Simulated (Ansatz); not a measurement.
input.yaml (Ansatz)

```yaml
crystal:
  lattice:
    - [2.4709716455, 0.0, 0.0]
    - [-1.2354858228, 2.139924217, 0.0]
    - [0.0, 0.0, 3.9003059921]
  atoms:
    - { symbol: Fe, position: [0.3333333333, 0.6666666667, 0.25], spin: 2.5 }
    - { symbol: Fe, position: [0.6666666667, 0.3333333333, 0.75], spin: 2.5 }
hamiltonian:
  xc: lda
  pseudopotentials:
    kind: paw
    azcp:
      Fe: "pseudopotentials/Fe.paw.azcp"
basis:
  ecutwfc: 420
  fft_grid_basis: typed
kpoints:
  mp_grid: { grid: [17, 17, 9], shift: [0, 0, 0] }
magnetization:
  spin_polarized: true
scf:
  occupations: { method: fermi_dirac, width: 0.05 }
  lower_state_search: "off"
output:
  stress: true
```

and its output:

```
Warning: the record states the generating functional pbe (its physics header spells it `PBE`), which answers neither for hamiltonian.xc's functional nor for the lda family's — results may be inconsistent (PPs are generated against a specific XC)
Engine: ansatz 0.2.0, x86_64-unknown-linux-gnu
Pseudopotentials: kind: paw
Pseudopotential: Fe, paw, valence charge 16, recommended cutoff 420 eV (normal) 
Functional definition: SPW92
  exchange = slater_x
  correlation = pw_c
Crystal: 2 atoms, lattice volume = 20.624 Å³
Basis set: ecut = 420 eV, 391 PW (Γ)
Bands: 23, of which v1, the nominal top of the filled ones, is band 16 counted from 1 (15 counted from 0)
Symmetry: 24 space group operations
Space group: P63/mmc (ITA 194), of the structure as read, at distance tolerance 2.7e-5 Å
Magnetic group: BNS 194.263 (UNI 1493), of the structure as read, at distance tolerance 2.7e-5 Å
k-points: 165 of 2601
Non-local potential: Fe, projectors of the file, l = 0: 3, l = 1: 2, l = 2: 3, l = 3: 1
PAW form: soft (Blöchl's): semilocal exchange-correlation on the pseudo side does not see the compensation charge
PAW frozen core: Fe, regenerated for the run's functional, and the local potential with it (the file was generated under x = pbe(κ = 0.804, μ = 0.2195149727645171), c = pbe(β = 0.06672455060314922))
PAW one-centre angular grid: Fe, 590 points (default); XC on 64 Gauss nodes
Initial density: superposition of atomic densities (chi_scale 0.1, normalization cell)
Starting moments: Σ|m| = 5 μB on 2 of 2 sites
Initial wavefunctions: pseudopotential atomic-orbital guess
Functional: x = slater, c = lda
SCF iter   1: F=—  HF=-8839.610470 eV  |F-HF|=—  |Δ(HF+E_count)|=         —  Δρ=1.46e-1 (↑1.46e-1 ↓5.40e-2)  dr2=1.61e0  dr2_m=1.67e0  M=3.113 μB ∫|m|=3.145 μB  β_m=0.30  ethr=3.10e-3  ⟨swp⟩=5.0  Hψ=28166  notcnv=0
SCF iter   2: F=—  HF=-8839.508728 eV  |F-HF|=—  |Δ(HF+E_count)|=   1.02e-1  Δρ=9.62e-2 (↑9.62e-2 ↓5.58e-2)  dr2=3.08e-1  dr2_m=1.06e0  M=2.938 μB ∫|m|=2.981 μB  β_m=0.30  ethr=3.10e-3  ⟨swp⟩=2.3  Hψ=12284  notcnv=0  defer=435
SCF iter   3: F=—  HF=-8839.518399 eV  |F-HF|=—  |Δ(HF+E_count)|=   9.67e-3  Δρ=6.89e-2 (↑6.89e-2 ↓6.17e-2)  dr2=1.65e-2  dr2_m=8.03e-1  M=2.721 μB ∫|m|=2.775 μB  β_m=0.30  ethr=9.62e-4  ⟨swp⟩=2.3  Hψ=11055  notcnv=0  defer=435
SCF iter   4: F=—  HF=-8839.586369 eV  |F-HF|=—  |Δ(HF+E_count)|=   6.80e-2  Δρ=6.38e-2 (↑6.21e-2 ↓6.38e-2)  dr2=4.77e-4  dr2_m=7.48e-1  M=2.445 μB ∫|m|=2.511 μB  β_m=0.30  ethr=5.16e-5  ⟨swp⟩=2.9  Hψ=15746  notcnv=0  defer=407
SCF iter   5: F=—  HF=-8839.667848 eV  |F-HF|=—  |Δ(HF+E_count)|=   8.15e-2  Δρ=6.17e-2 (↑6.17e-2 ↓6.11e-2)  dr2=3.96e-4  dr2_m=7.13e-1  M=2.177 μB ∫|m|=2.255 μB  β_m=0.30  ethr=1.49e-6  ⟨swp⟩=2.0  Hψ=13533  notcnv=0  defer=406
SCF iter   6: F=—  HF=-8839.736905 eV  |F-HF|=—  |Δ(HF+E_count)|=   6.91e-2  Δρ=5.87e-2 (↑5.87e-2 ↓5.79e-2)  dr2=4.11e-4  dr2_m=6.42e-1  M=1.946 μB ∫|m|=2.032 μB  β_m=0.30  ethr=1.24e-6  ⟨swp⟩=1.8  Hψ=10988  notcnv=0  defer=399
SCF iter   7: F=—  HF=-8839.796330 eV  |F-HF|=—  |Δ(HF+E_count)|=   5.94e-2  Δρ=5.53e-2 (↑5.26e-2 ↓5.53e-2)  dr2=1.10e-3  dr2_m=5.50e-1  M=1.750 μB ∫|m|=1.841 μB  β_m=0.30  ethr=1.24e-6  ⟨swp⟩=2.3  Hψ=14138  notcnv=0  defer=392
...
iter 21 did not close the SCF: its close was put off for a magnetic moment that had not settled (scf_convergence_deferred on its scf_iter line)
SCF iter  21: F=-8840.094809 eV  HF=-8840.094809 eV  |F-HF|=1.55e-10  |Δ(HF+E_count)|=   3.30e-7  Δρ=1.07e-5 (↑1.07e-5 ↓7.05e-6)  dr2=3.20e-9  dr2_m=1.39e-8  M=0.000 μB ∫|m|=0.000 μB  β_m=0.90  ethr=1.82e-10  ⟨swp⟩=3.7  Hψ=21878  notcnv=0
iter 22 did not close the SCF: its close was put off for a magnetic moment that had not settled (scf_convergence_deferred on its scf_iter line)
SCF iter  22: F=-8840.094809 eV  HF=-8840.094809 eV  |F-HF|=6.91e-11  |Δ(HF+E_count)|=   5.17e-9  Δρ=1.37e-6 (↑9.64e-7 ↓1.37e-6)  dr2=1.71e-10  dr2_m=1.81e-10  M=0.000 μB ∫|m|=0.000 μB  β_m=0.95  ethr=1.00e-11  ⟨swp⟩=1.7  Hψ=20925  notcnv=0
SCF iter  23: F=-8840.094809 eV  HF=-8840.094809 eV  |F-HF|=1.82e-12  |Δ(HF+E_count)|=  8.37e-11  Δρ=1.38e-7 (↑1.20e-7 ↓1.38e-7)  dr2=9.72e-13  dr2_m=2.75e-12  M=0.000 μB ∫|m|=0.000 μB  ethr=1.00e-12  ⟨swp⟩=1.0  Hψ=18211  notcnv=0
WARN: the starting moments were not kept: the SCF closed with an absolute magnetisation of 2.9e-6 μB, where they sum to 5 μB in size (2 sites). That is at most 0.1 of that sum. Measured as dr2_m measures the in/out step, that magnetisation stands 5.6e-12 eV from none, at or under the dr2_threshold of 1.0e-7 eV: it is no larger than a step whose dr2_m would equal this threshold. The system may hold no moment; this SCF shows only that its start led to no more than that. To try another start: raise the starting moments (crystal.atoms[].spin, magnetization.per_species, magnetization.initial_magnetization, or on a non-collinear deck that types none of these the spinor_matrix: blocks that start its atoms; where the total moment is fixed, keep their sum and leave initial_magnetization as it is; typed ones take the place of any that the run laid by itself, positive ones on a crystal's lanthanoids without a Hubbard term where scf.initial_density.shell_occupations: [] is typed) or, if the notice of its spin-set hold's release reads "site moments contracting" or "site moments show no strong build", lengthen the hold (scf.mixing.spin_hold: { on: { confirm: 4 } }; for m-r²SCAN on two components see the key's manual first). Each may lead to a state that holds a moment. A second SCF, from the converged charge density, with the starting moments and any scf.initial_density.shell_occupations laid on it anew, would have followed, and was not run: the deck does not ask for one (magnetization.retry_lost_moments is false, the default). To let it run, set magnetization.retry_lost_moments: true and run the deck again, where that key's refused combinations let it; where memory then withholds it, that run's warning says so.
SCF 1 converged in 23 iterations: F = -8840.094809 eV  dr2 = 9.72e-13
SCF converged after 23 iterations
Magnetization: 0.0000 μB (16.0000 up, 16.0000 down)
Absolute magnetization: 0.0000 μB (∫|ρ↑−ρ↓|, with the PAW one-centre terms)
Spin contamination: 0.0000 ħ² per cell (⟨S²⟩ above its minimum at these occupations)
Per-site moments (μB) at R_I (Å): [(1.3222438817146388e-6, 0.9967087817403851), (1.322243882069056e-6, 0.9967087817403851)]
Free energy (F): -8840.094809 eV
Harris-Foulkes:  -8840.094809 eV  (|F-HF|=1.82e-12)
Internal energy: -8840.072665 eV  (E = F + TS)
E sigma→0 (E₀):  -8840.083737 eV
Entropy (-TS):   -0.022145 eV (-11.072 meV/atom)
Fermi energy:    20.390180 eV
--- Per-component energies (eV) ---
  E_band       = -367.175806
  E_kinetic    = 710.233244
  E_local      = -3888.774113  (includes V_loc(G=0)·N_el)
  E_nonlocal   = 434.990445
  E_hartree    = 1636.559278
  E_xc         = -237.469557
  E_vxc        = -307.371297  (∫ρ·V_xc dr)
  E_paw        = -2605.821994  (= ΣΔE_a)
  E_vpaw       = -589.374277  (= ΣTr[D̂ρ^β])
  E_aug_tail   = 0.001714  (compensation charges beyond the density's cutoff)
  E_ewald      = -4890.594754
  E_core_change = 0.803071  (= ΣΔE_core)
  E_smearing   = -0.022145  (= −TS)
  E_closure    = 0.000000  (closes the sum)
  Σ components = -8840.094809   (vs F -8840.094809, Δ=0.00e0)
--- Stress (GPa, compression-positive) ---
      -22.386181      -0.000000       0.000000
       -0.000000     -22.386181      -0.000000
        0.000000      -0.000000     -22.959304
  P = ⅓ Tr σ = -22.5772 GPa (-225.772 kbar)
```
